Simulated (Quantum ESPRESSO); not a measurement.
Rh2Os2W2ReAl, input and log of a self-consistent run

Simulated, not a measurement. The program is pw.x of Quantum ESPRESSO 7.5 (plane-wave density functional theory). The cell is made up: eight metal atoms on a face-centred cubic lattice, with elements, volume, strain and displacements drawn at random and not relaxed, so it may be unstable or far from any real phase. PseudoDojo standard norm-conserving files set the functional (PBE unless stated); there is no spin polarisation or spin-orbit coupling, the Fermi-Dirac width of 0.25 eV means electrons at about 2900 K, and the masses in the input are unused placeholders. Heavy elements are run without spin-orbit coupling, which real alloys of them have. A spin test at this wide smearing found no moment, but such smearing suppresses magnetism that the real alloy may have.

Input:

```
&control calculation='scf', pseudo_dir='./dojo.nc.sr.pbe.v0_5.standard.upf', outdir='./o', disk_io='minimal', tprnfor=.true., tstress=.true. /
&system ibrav=0, nat=8, ntyp=5, nbnd=73, ecutwfc=87.97787729, nosym=.true., tot_charge=0,
 occupations='smearing', smearing='fd', degauss=0.0183746611
/
&electrons conv_thr=1.470e-08, electron_maxstep=70, mixing_beta=0.5 /
ATOMIC_SPECIES
Al 1.0 Al.upf
Os 1.0 Os.upf
Re 1.0 Re.upf
Rh 1.0 Rh.upf
W 1.0 W.upf
CELL_PARAMETERS angstrom
-3.8608 -0.0084 -0.0374
0.029 -3.7466 3.8014
0.0313 5.7339 2.0148
ATOMIC_POSITIONS angstrom
Rh 0.0179 -0.0248 -0.0552
Os 0.0444 1.9258 2.0236
W -0.0363 -1.826 1.9201
Os -0.0273 0.0436 3.8983
Re -1.9924 3.8616 2.0124
Rh -1.9129 -0.0507 1.8544
Al -1.8618 1.9482 3.8771
W -1.8343 -1.8316 3.7747
K_POINTS automatic
6 5 4 1 1 1
```

The log is shortened where brackets say so; the opening notice, blank lines, dates and the lines on written files are dropped, and the path of the files is cut. It prints rydbergs, bohrs and kilobars, and counts compression as positive stress. Its total energy is the free energy E - TS of the whole cell.

```
     Program PWSCF v.7.5
     Parallel version (MPI & OpenMP), running on       4 processor cores
     Number of MPI processes:                 4
     Threads/MPI process:                     1
     [start-up lines left out]
     bravais-lattice index     =            0
     lattice parameter (alat)  =       7.2962  a.u.
     unit-cell volume          =     764.4917 (a.u.)^3
     number of atoms/cell      =            8
     number of atomic types    =            5
     number of electrons       =       112.00
     number of Kohn-Sham states=           73
     kinetic-energy cutoff     =      87.9779  Ry
     charge density cutoff     =     351.9115  Ry
     scf convergence threshold =      1.5E-08
     mixing beta               =       0.5000
     number of iterations used =            8  plain     mixing
     Exchange-correlation= PBE
                           (   1   4   3   4   0   0   0)
     [axes and pseudopotential details left out]
   Cartesian axes
     site n.     atom                  positions (alat units)
         1        Rh     tau(   1) = (   0.0046361  -0.0064232  -0.0142969  )
         2        Os     tau(   2) = (   0.0114996   0.4987840   0.5241142  )
         3        W      tau(   3) = (  -0.0094017  -0.4729357   0.4973076  )
         4        Os     tau(   4) = (  -0.0070707   0.0112924   1.0096633  )
         5        Re     tau(   5) = (  -0.5160334   1.0001579   0.5212134  )
         6        Rh     tau(   6) = (  -0.4954428  -0.0131313   0.4802913  )
         7        Al     tau(   7) = (  -0.4822079   0.5045856   1.0041724  )
         8        W      tau(   8) = (  -0.4750854  -0.4743861   0.9776507  )
     number of k points=    60  Fermi-Dirac smearing, width (Ry)=  0.0184
                       cart. coord. in units 2pi/alat
        k(    1) = (  -0.0847518   0.0361850   0.1378775), wk =   0.0333333
        k(    2) = (  -0.0862178   0.1612256   0.2611268), wk =   0.0333333
     [further k points left out]
     Dense  grid:    85207 G-vectors     FFT dimensions: (  45,  64,  72)
     Estimated max dynamical RAM per process >     351.46 MB
     Estimated total dynamical RAM >       1.31 GB
     Initial potential from superposition of free atoms
     starting charge     111.9945, renormalised to     112.0000
     Starting wfcs are   74 randomized atomic wfcs
     total cpu time spent up to now is        6.1 secs
     per-process dynamical memory:   273.6 Mb
     Self-consistent Calculation
     iteration #  1     ecut=    87.98 Ry     beta= 0.50
     Davidson diagonalization with overlap
     ethr =  1.00E-02,  avg # of iterations =  5.1
     total cpu time spent up to now is       21.9 secs
     total energy              =   -1354.45787843 Ry
     estimated scf accuracy    <       1.97068331 Ry
     iteration #  2     ecut=    87.98 Ry     beta= 0.50
     Davidson diagonalization with overlap
     ethr =  1.76E-03,  avg # of iterations =  2.5
     total cpu time spent up to now is       36.4 secs
     total energy              =   -1354.64117634 Ry
     estimated scf accuracy    <      11.54099295 Ry
     iteration #  3     ecut=    87.98 Ry     beta= 0.50
     Davidson diagonalization with overlap
     ethr =  1.76E-03,  avg # of iterations =  2.0
     total cpu time spent up to now is       50.4 secs
     total energy              =   -1355.47485638 Ry
     estimated scf accuracy    <       0.99429954 Ry
     iteration #  4     ecut=    87.98 Ry     beta= 0.50
     Davidson diagonalization with overlap
     ethr =  8.88E-04,  avg # of iterations =  1.1
     total cpu time spent up to now is       62.1 secs
     total energy              =   -1355.54055461 Ry
     estimated scf accuracy    <       0.20666455 Ry
     iteration #  5     ecut=    87.98 Ry     beta= 0.50
     Davidson diagonalization with overlap
     ethr =  1.85E-04,  avg # of iterations =  2.5
     total cpu time spent up to now is       75.2 secs
     total energy              =   -1355.56446071 Ry
     estimated scf accuracy    <       0.15186633 Ry
     [iterations 6 to 11 left out]
     iteration # 12     ecut=    87.98 Ry     beta= 0.50
     Davidson diagonalization with overlap
     ethr =  5.69E-08,  avg # of iterations =  1.0
     total cpu time spent up to now is      161.5 secs
     total energy              =   -1355.57470117 Ry
     estimated scf accuracy    <       0.00001530 Ry
     iteration # 13     ecut=    87.98 Ry     beta= 0.50
     Davidson diagonalization with overlap
     ethr =  1.37E-08,  avg # of iterations =  1.0
     total cpu time spent up to now is      173.8 secs
     total energy              =   -1355.57470271 Ry
     estimated scf accuracy    <       0.00000018 Ry
     iteration # 14     ecut=    87.98 Ry     beta= 0.50
     Davidson diagonalization with overlap
     ethr =  1.65E-10,  avg # of iterations =  3.2
     total cpu time spent up to now is      188.0 secs
     total energy              =   -1355.57470273 Ry
     estimated scf accuracy    <       0.00000020 Ry
     iteration # 15     ecut=    87.98 Ry     beta= 0.50
     Davidson diagonalization with overlap
     ethr =  1.65E-10,  avg # of iterations =  2.0
     total cpu time spent up to now is      200.7 secs
     total energy              =   -1355.57470276 Ry
     estimated scf accuracy    <       0.00000020 Ry
     iteration # 16     ecut=    87.98 Ry     beta= 0.50
     Davidson diagonalization with overlap
     ethr =  1.65E-10,  avg # of iterations =  1.0
     total cpu time spent up to now is      212.4 secs
     End of self-consistent calculation
     [lines on levels left out]
!    total energy              =   -1355.57470277 Ry
     estimated scf accuracy    <          2.6E-09 Ry
     smearing contrib. (-TS)   =      -0.10221274 Ry
     internal energy E=F+TS    =   -1355.47249004 Ry
     The total energy is F=E-TS. E is the sum of the following terms:
     one-electron contribution =    -281.32307967 Ry
     hartree contribution      =     215.34286199 Ry
     xc contribution           =    -261.89024557 Ry
     ewald contribution        =   -1027.60202678 Ry
     convergence has been achieved in  16 iterations
     Forces acting on atoms (cartesian axes, Ry/au):
     atom    1 type  4   force =    -0.00798216    0.02287787    0.01912664
     atom    2 type  2   force =    -0.00813138    0.00485412   -0.02093674
     atom    3 type  5   force =     0.03391976   -0.00793899   -0.04165522
     atom    4 type  2   force =     0.02492737   -0.00539331   -0.02610711
     atom    5 type  3   force =     0.03718635   -0.03593337   -0.01500737
     atom    6 type  4   force =    -0.02005209    0.03913636   -0.00726165
     atom    7 type  1   force =    -0.01627820   -0.03339912   -0.01676144
     atom    8 type  5   force =    -0.04358965    0.01579644    0.10860290
     Total force =     0.162028     Total SCF correction =     0.000168
     Computing stress (Cartesian axis) and pressure
          total   stress  (Ry/bohr**3)                   (kbar)     P=      162.77
   0.00091820  -0.00009703  -0.00021944          135.07      -14.27      -32.28
  -0.00009703   0.00145268  -0.00035310          -14.27      213.70      -51.94
  -0.00021944  -0.00035310   0.00094853          -32.28      -51.94      139.53
     init_run     :      5.50s CPU      5.76s WALL (       1 calls)
     electrons    :    201.64s CPU    206.34s WALL (       1 calls)
     forces       :      2.49s CPU      2.51s WALL (       1 calls)
     stress       :      8.41s CPU      8.60s WALL (       1 calls)
     [timing details left out]
     PWSCF        :   3m38.39s CPU   3m43.58s WALL
     JOB DONE.
```

In other units: free energy -18443.533 eV for the cell, pressure 16.28 GPa, largest force component 2.792 eV/Å in size. The run took 225 s of wall time with four MPI processes on a shared machine (Intel Xeon, 2023 or later, virtual cores), so the time is rough. A rerun of this cell at a higher cutoff and on a denser mesh moved values by no more than 0.004 eV in energy, 0.07 GPa in stress and 0.012 eV/Å in force, and a second program with other atomic files agreed on that cell to 2 % rms in force and 0.5 GPa in pressure.